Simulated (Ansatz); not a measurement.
Zincblende BBi, relaxed with r2SCAN in Ansatz: the symmetry is F-43m (No. 216, cubic); conventional cell a = 5.490 Å, 20.68 Å³ an atom. B is surrounded by 4 Bi at 2.38 Å; Bi is surrounded by 4 B at 2.38 Å. The primitive cell holds 2 atoms in 41.36 Å³. All values are calculated for a non-magnetic cell, which may be hypothetical.

Computed values: PBE gives a gap of 0.29 eV and PBE0 (25 % exact exchange) 1.52 eV; one over PBE's mean ε∞ is 0.054. HSE06+SOC (4×4×4) gives a least gap of 0.73 eV, direct. r2SCAN's ε∞ is 17.16.

Taking the gap as linear in the share of unscreened exchange, estimate the gap of the hybrid whose share is 1/ε∞.
The slope is (1.52 − 0.29)/0.25 = 4.92 eV per unit share, so E_g ≈ 0.29 + 4.92 × 0.054 = 0.56 eV. The run with that share gives 0.54 eV (6×6×6 mesh), -0.02 eV from the straight line.

At what wavelength does absorption set in by HSE06+SOC, excitons left aside?
λ = 1239.84 eV nm/E: 1698 nm for the least gap. That lies in the infrared.

What refractive index and reflectivity at normal incidence follow, below the gap and above the phonons?
n = √17.16 = 4.142; R = ((n − 1)/(n + 1))² = (3.142/5.142)² = 37.3 % a face.

Only the levels marked +SOC include spin-orbit coupling.

The meshes of the hybrids are coarse, so their gaps aren't converged to the digits shown.
